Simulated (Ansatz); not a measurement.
CaCu2S2:
```yaml
crystal:
  lattice:
    - [3.89441, 0.00000, 0.00000]
    - [-1.94721, 3.37266, 0.00000]
    - [0.00000, 0.00000, 6.50627]
  atoms:
    - { symbol: Cu, position: [0.33333, 0.66667, 0.37437] }
    - { symbol: Cu, position: [0.66667, 0.33333, 0.62563] }
    - { symbol: Ca, position: [0.00000, 0.00000, 0.00000] }
    - { symbol: S, position: [0.33333, 0.66667, 0.74116] }
    - { symbol: S, position: [0.66667, 0.33333, 0.25884] }
```

Relaxed with r²SCAN. Special points in fractions of this cell's reciprocal vectors: Γ (0.000, 0.000, 0.000); M (0.500, 0.000, 0.000); K (0.333, 0.333, 0.000); A (0.000, 0.000, 0.500); L (0.500, 0.000, 0.500); H (0.333, 0.333, 0.500).

Q: List the band energies nearest the valence-band maximum at these points for r²SCAN (plane waves, PAW; program Ansatz).

A: In eV from the valence-band maximum; about four levels below and three above (degenerate sets whole), none deeper than 8.9 eV; points with the same levels are listed once.

```
k                          below                above
-  -----------------------------  -------------------
Γ    -0.66 -0.66 -0.13 0.00 0.00       1.62 2.60 2.93
M        -1.77 -1.73 -1.55 -0.71       2.17 3.74 4.40
K  -1.95 -1.95 -1.52 -1.52 -0.74       3.92 3.97 3.97
A        -0.55 -0.55 -0.32 -0.32  2.33 2.75 3.60 3.60
L        -1.80 -1.73 -0.84 -0.56       2.08 3.21 3.54
H  -1.93 -1.93 -1.24 -1.24 -0.90       3.34 3.34 4.53
```

Space group P-3m1. The workflow started from an entry of the Crystallography Open Database (COD, 293 K). Whether it is the stable phase at ambient conditions was not checked. Symmetry was held in the r²SCAN relaxation; its stability against distortions is not shown here. The run is not spin-polarised.

Potentials: the later of the program's two PAW sets.
